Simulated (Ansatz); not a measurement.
Input file for Ansatz (a program for electronic structure):

Ansatz 0.2 input:
```yaml
crystal:
  lattice:
    - [3.0786933885, 0.0, 0.0]
    - [-1.5393466943, 2.6662266849, 0.0]
    - [0.0, 0.0, 3.4247391709]
  atoms:
    - { symbol: W, position: [0.0, 0.0, 0.0] }
    - { symbol: S, position: [0.3333333333, 0.6666666667, 0.5] }
kpoints:
  mp_grid: { grid: [11, 11, 9] }
  band_path:
    path:
      - [[0.0, 0.0, 0.0], [0.5, 0.0, 0.0], [0.3333333333, 0.3333333333, 0.0], [0.0, 0.0, 0.0], [0.0, 0.0, 0.5], [0.5, 0.0, 0.5], [0.3333333333, 0.3333333333, 0.5], [0.0, 0.0, 0.5]]  # Γ-M-K-Γ-A-L-H-A
      - [[0.5, 0.0, 0.5], [0.5, 0.0, 0.0]]  # L-M
      - [[0.3333333333, 0.3333333333, 0.5], [0.3333333333, 0.3333333333, 0.0]]  # H-K
    npoints: 8
basis: { xc_grid: 2 }
hamiltonian:
  xc: pbesol
  pseudopotentials: { azcp: { folder: ./paw }, kind: paw_fr }
magnetization: { noncollinear: true, spin_orbit: true }
scf:
  n_extra_bands: 12
  convergence: { dr2_threshold: 0.0000000001 }
  occupations: { method: gaussian, width: 0.05 }
output: { eigenvalues: true }
```

Output (shortened):

```
Pseudopotentials: kind: paw_fr
Pseudopotential: W, paw, valence charge 14
Pseudopotential: S, paw, valence charge 6
Functional definition: PBEsol
non-collinear run that drives no moment, with spin-orbit …
Crystal: 2 atoms, lattice volume = 28.112 Å³
Basis set: ecut = 420 eV, 563 PW (Γ), exchange–correlation on 48×48×48 points (8 copies of the dense FFT grid, shifted against one another)
Bands: 32, of which v1, the nominal top of the filled ones, is band 20 counted from 1 (19 counted from 0)
Symmetry: 12 space group operations + 12 with time reversal
k-points: 80 of 1089 (time reversal used)
Projection manifold: j_resolved (fully-relativistic pseudo-atomic orbitals)
PAW frozen core: W, regenerated for the run's functional, and the local potential with it
PAW frozen core: S, regenerated for the run's functional, and the local potential with it
Initial density: superposition of atomic densities (chi_scale 0.1, normalization cell, long waves kept (reshape's long-wave potential 0.00 eV rms))
Initial wavefunctions: pseudopotential atomic-orbital guess
Eigensolver: davidson
Functional: x = pbesol(κ = 0.804, μ = 0.12345679012345678), c = pbesol(β = 0.046)
SCF iter   1: F=—  HF=-11166.721116 eV  |F-HF|=—  |Δ(HF+E_count)|=         —  Δρ=3.59e-2  dr2=3.24e-1  dr2_m=0.00e0 (ungated)  ethr=3.10e-3  |M|=0.00e0 ∫|m|=0.00e0 μB  |m|>n=0.0e0 m-floor=0.0e0 τ_xc=0.0e0  β_m=0.30  ⟨swp⟩=7.3  Hψ=15107  notcnv=0  defer=51
all-band conjugate gradients solve this SCF's bands
preconditioner: auto → none
SCF iter   2: F=—  HF=-11166.674484 eV  |F-HF|=—  |Δ(HF+E_count)|=   4.66e-2  Δρ=2.74e-2  dr2=1.93e-1  dr2_m=0.00e0 (ungated)  ethr=1.62e-3  |M|=0.00e0 ∫|m|=0.00e0 μB  |m|>n=0.0e0 m-floor=0.0e0 τ_xc=0.0e0  β_m=0.65  ⟨swp⟩=1.3  Hψ=3274  notcnv=0  defer=119
SCF iter   3: F=—  HF=-11166.606347 eV  |F-HF|=—  |Δ(HF+E_count)|=   6.81e-2  Δρ=2.30e-3  dr2=1.02e-3  dr2_m=0.00e0 (ungated)  ethr=9.67e-4  |M|=0.00e0 ∫|m|=0.00e0 μB  |m|>n=0.0e0 m-floor=0.0e0 τ_xc=0.0e0  β_m=0.73  ⟨swp⟩=2.5  Hψ=3751  notcnv=0  defer=226
SCF iter   4: F=—  HF=-11166.606387 eV  |F-HF|=—  |Δ(HF+E_count)|=   3.94e-5  Δρ=7.24e-4  dr2=1.13e-4  dr2_m=0.00e0 (ungated)  ethr=5.09e-6  |M|=0.00e0 ∫|m|=0.00e0 μB  |m|>n=0.0e0 m-floor=0.0e0 τ_xc=0.0e0  β_m=0.70  ⟨swp⟩=2.7  Hψ=4525  notcnv=0  defer=418
SCF iter   5: F=—  HF=-11166.606358 eV  |F-HF|=—  |Δ(HF+E_count)|=   2.89e-5  Δρ=1.58e-4  dr2=8.72e-6  dr2_m=0.00e0 (ungated)  ethr=5.67e-7  |M|=0.00e0 ∫|m|=0.00e0 μB  |m|>n=0.0e0 m-floor=0.0e0 τ_xc=0.0e0  β_m=0.68  ⟨swp⟩=2.8  Hψ=3714  notcnv=0  defer=418
SCF iter   6: F=—  HF=-11166.606356 eV  |F-HF|=—  |Δ(HF+E_count)|=   1.83e-6  Δρ=1.18e-4  dr2=7.33e-6  dr2_m=0.00e0 (ungated)  ethr=4.36e-8  |M|=0.00e0 ∫|m|=0.00e0 μB  |m|>n=0.0e0 m-floor=0.0e0 τ_xc=0.0e0  β_m=0.52  ⟨swp⟩=2.1  Hψ=3146  notcnv=0  defer=418
SCF iter   7: F=—  HF=-11166.606355 eV  |F-HF|=—  |Δ(HF+E_count)|=   1.44e-6  Δρ=2.09e-5  dr2=1.17e-7  dr2_m=0.00e0 (ungated)  ethr=3.67e-8  |M|=0.00e0 ∫|m|=0.00e0 μB  |m|>n=0.0e0 m-floor=0.0e0 τ_xc=0.0e0  β_m=0.65  ⟨swp⟩=2.1  Hψ=2900  notcnv=0  defer=418
SCF iter   8: F=—  HF=-11166.606354 eV  |F-HF|=—  |Δ(HF+E_count)|=   3.73e-7  Δρ=3.43e-6  dr2=2.63e-9  dr2_m=0.00e0 (ungated)  ethr=5.84e-10  |M|=0.00e0 ∫|m|=0.00e0 μB  |m|>n=0.0e0 m-floor=0.0e0 τ_xc=0.0e0  β_m=0.77  ⟨swp⟩=2.5  Hψ=3596  notcnv=0  defer=418
SCF iter   9: F=-11166.606354 eV  HF=-11166.606354 eV  |F-HF|=1.82e-12  |Δ(HF+E_count)|=  2.91e-11  Δρ=2.55e-7  dr2=5.93e-12  dr2_m=0.00e0 (ungated)  ethr=1.00e-12  |M|=0.00e0 ∫|m|=0.00e0 μB  |m|>n=0.0e0 m-floor=0.0e0 τ_xc=0.0e0  ⟨swp⟩=8.2  Hψ=12730  notcnv=0
SCF 1 converged in 9 iterations: F = -11166.606354 eV  dr2 = 5.93e-12
NSCF: frozen V_eff on 75 k-points
SCF converged after 9 iterations
Magnetization: |M| = 0.0000 μB,  M = (+0.0000, +0.0000, +0.0000) μB
Absolute magnetization: 0.0000 μB (∫|m|)
  site 0: m = (+0.0000, +0.0000, +0.0000) μB, |m| = 0.0000 μB  (R = 1.02 Å)
  site 1: m = (+0.0000, +0.0000, +0.0000) μB, |m| = 0.0000 μB  (R = 1.02 Å)
Free energy (F): -11166.606354 eV
Harris-Foulkes:  -11166.606354 eV  (|F-HF|=1.82e-12)
Internal energy: -11166.603930 eV  (E = F + TS)
E sigma→0 (E₀):  -11166.605142 eV
Entropy (-TS):   -0.002425 eV (-1.212 meV/atom)
Fermi energy:    19.449522 eV
--- Per-component energies (eV) ---
  E_band       = -78.403474
  E_kinetic    = 535.747474
  E_local      = -732.813215  (includes V_loc(G=0)·N_el)
  E_nonlocal   = 7.942075
  E_hartree    = 300.521033
  E_xc         = -356.320661
  E_vxc        = -317.034252  (∫ρ·V_xc dr)
  E_paw        = -9063.976972  (= ΣΔE_a)
  E_vpaw       = -173.287780  (= ΣTr[D̂ρ^β])
  E_aug_tail   = 0.000155  (compensation charges beyond the density's cutoff)
  E_ewald      = -1857.992821
  E_core_change = 0.289003  (= ΣΔE_core)
  E_smearing   = -0.002425  (= −TS)
  E_closure    =  0.000000  (closes the sum)
  Σ components = -11166.606354   (vs F -11166.606354, Δ=0.00e0)
  [band-id]    e_kinetic+e_local+e_nonlocal+2·e_hartree+e_vxc+e_vpaw+e_augmentation_tail = -78.403477   (vs E_band -78.403474, Δ=-2.93e-6)
--- Band table (eV; the first three rows and the last of 80) ---
  k-point 0: bands = ["-55.0794", "-55.0794", "-26.4835", "-26.4835", "-16.8090", "-16.8090", "-16.5019", "-16.5019", "1.5531", "1.5531", "13.8716", "13.8716", "14.3664", "14.3664", "14.9384", "14.9384", "15.1288", "15.1288", "19.5044", "19.5044", "19.8112", "19.8112", "21.1161", "21.1161", "21.2951", "21.2951", "22.0761", "22.0761", "26.6279", "26.6279", "27.4187", "27.4187"]
  k-point 1: bands = ["-55.0790", "-55.0790", "-26.4860", "-26.4860", "-16.8252", "-16.8252", "-16.5003", "-16.5003", "1.7161", "1.7161", "12.6676", "12.6676", "14.9822", "15.0565", "15.1436", "15.1436", "15.4298", "15.4298", "18.9109", "18.9761", "18.9761", "19.3450", "21.3607", "21.6633", "21.6633", "21.8275", "22.4470", "22.4470", "26.9315", "26.9315", "27.3157", "27.3157"]
  k-point 2: bands = ["-55.0780", "-55.0780", "-26.4922", "-26.4922", "-16.8657", "-16.8657", "-16.4961", "-16.4961", "2.1680", "2.1680", "11.1566", "11.1566", "15.1620", "15.3189", "15.3425", "15.3425", "16.5134", "16.5134", "17.9303", "18.2216", "18.2216", "18.4148", "21.5229", "21.7477", "21.7477", "21.9702", "23.2713", "23.2713", "27.6305", "27.6305", "27.8866", "27.8866"]
  k-point 79: bands = ["-55.0461", "-55.0461", "-26.6035", "-26.5955", "-16.9877", "-16.9801", "-16.8939", "-16.8596", "4.3581", "4.3797", "10.6373", "10.6686", "11.5436", "11.9474", "13.0201", "13.0869", "16.9389", "17.0202", "20.1745", "20.2585", "21.4216", "21.7300", "21.8437", "22.0758", "22.7753", "23.2549", "23.5773", "24.0204", "25.1059", "25.5439", "27.7230", "27.7608"]
  band table: 32 of 32 bands, residual norms ≤ 1.0e-3 eV
```

Cost: around 40 core-seconds (rough) on shared cores.

Space group P-6m2. The start of the workflow was typed in or built on a structure type; neither database checked (COD, Materials Project) lists it. Whether it is the stable phase at ambient conditions was not checked. Symmetry was held in the PBEsol relaxation; whether a distortion lowers the energy is not shown. The run is not spin-polarised.

Potentials: the earlier of the program's two PAW sets. The files were generated under PBE; for other functionals the program regenerates the frozen cores, and for LDA and PBEsol the local potential too.

Ansatz is a plane-wave DFT program.
